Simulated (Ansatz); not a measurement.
Nb (bcc (W type)), relaxed and computed with several functionals in Ansatz (plane waves, PAW).

```csv
functional,a (Å),B₀ by P(V) fit (GPa)
r²SCAN,3.302,172
PBEsol,3.270,181
PBE,3.309,168
LDA,3.248,188
```

All cells were relaxed under the symmetry of their starts (and spin orders); stability against distortions was not tested throughout. Named crystals with no word on spin ran without spin polarisation. Spin–orbit coupling is left out wherever it is not named.

Potentials: the earlier of the program's two PAW sets. The files were generated under PBE; for other functionals the program regenerates the frozen cores, and for LDA and PBEsol the local potential too.

Ansatz (an electronic-structure program) is a plane-wave DFT program.
